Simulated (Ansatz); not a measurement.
Zr:
Space group P6/mmm (No. 191); a = b = 5.038 Å, c = 3.158 Å, α = β = 90.00°, γ = 120.00°

```
atom  site  symmetry       x       y       z
----  ----  --------  ------  ------  ------
Zr      1a     6/mmm  0.0000  0.0000  0.0000
Zr      2d      -6m2  0.3333  0.6667  0.5000
```

Relaxed at zero pressure with r²SCAN (plane waves, PAW; program Ansatz).

Question: The volume is raised by 6 % and shape and atoms relax at that volume. What pressure results, and how do the axes share the change?

Answer: -5.1 GPa; a 2.1 %, b 2.1 %, c 1.8 %; the energy rises by 23 meV/atom.

Question: Give the new structure.

Answer: 
Space group P6/mmm (No. 191); a = b = 5.1409 Å, c = 3.2148 Å, α = β = 90.00°, γ = 120.00°

| atom | site | symmetry | x | y | z |
|---|---|---|---|---|---|
| Zr | 1a | 6/mmm | 0.0000 | 0.0000 | 0.0000 |
| Zr | 2d | -6m2 | 0.3333 | 0.6667 | 0.5000 |

The phase is kept; no other phase was compared at this pressure.

This is a known high-pressure phase of the composition, computed here at zero pressure and temperature. Symmetry was held in the r²SCAN relaxation; whether a distortion lowers the energy is not shown. No spin polarisation was allowed. Axis ratios of metals converge slowly with the k-mesh, so a and c are less sure than the volume.

Potentials: the later of the program's two PAW sets.
